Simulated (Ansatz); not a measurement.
SnSeS:
```cif
data_SSeSn
_chemical_formula_sum 'Sn1 Se1 S1'
_space_group_name_H-M_alt 'P 1'
_space_group_IT_number 1
_cell_length_a 3.74628
_cell_length_b 3.74628
_cell_length_c 6.14536
_cell_angle_alpha 90.000
_cell_angle_beta 90.000
_cell_angle_gamma 120.000
loop_
_space_group_symop_operation_xyz
  'x, y, z'
loop_
_atom_site_label
_atom_site_type_symbol
_atom_site_fract_x
_atom_site_fract_y
_atom_site_fract_z
_atom_site_occupancy
Sn1 Sn 0.33333 0.66667 0.00780 1
Se1 Se 0.00000 0.00000 0.74912 1
S1 S 0.66667 0.33333 0.24308 1
```

Relaxed with r²SCAN+D4. The program Ansatz at the r²SCAN+D4 level (PAW) gives a gap of 1.24 eV.

Q: What gap does HSE06 give on the same cell (Ansatz, PAW)?

A: 1.64 eV, 0.40 eV more. The hybrid was solved on a coarser mesh and at special points; the gap given is the minimum over both.

```csv
k,v1 r²SCAN+D4,c1 r²SCAN+D4,v1 HSE06,c1 HSE06
Γ,-0.08,1.78,[?],[?]
A,-0.01,2.90,[?],[?]
K,-1.35,1.93,-1.47,2.40
H,-0.40,2.88,[?],[?]
M,-0.32,1.57,-0.35,1.97
L,-0.62,1.31,[?],[?]
```

Q: Top valence (v1) and lowest conduction level (c1) in eV from each method's valence maximum (which need not be a listed point): supply the withheld HSE06 values.

A: 
- Γ, v1 HSE06: -0.08
- Γ, c1 HSE06: 2.14
- L, v1 HSE06: -0.67
- L, c1 HSE06: 1.71
- A, v1 HSE06: -0.01
- A, c1 HSE06: 3.33
- H, v1 HSE06: -0.45
- H, c1 HSE06: 3.42

Cost on shared cores: the r²SCAN+D4 run (SCF on a 9×9×5 mesh, then bands and DOS) roughly 80 core-seconds, the HSE06 run (SCF on 6×6×4, then a few points) around 2.9 core-minutes (rough); the tasks are unlike.

Space group P3m1. The workflow started from a Materials Project entry (that database holds measured and hypothetical structures alike); the Crystallography Open Database copy checked does not list it. With Se and S taken as one species the cell has the higher symmetry P-3m1, so it may be an ordered model of a mixed-site phase. Whether it is the stable phase at ambient conditions was not checked. The r²SCAN+D4 relaxation kept the symmetry of its start; its stability against distortions is not shown here. Scalar-relativistic: spin–orbit coupling is off unless named, which matters more the heavier the elements.

Potentials: the later of the program's two PAW sets.
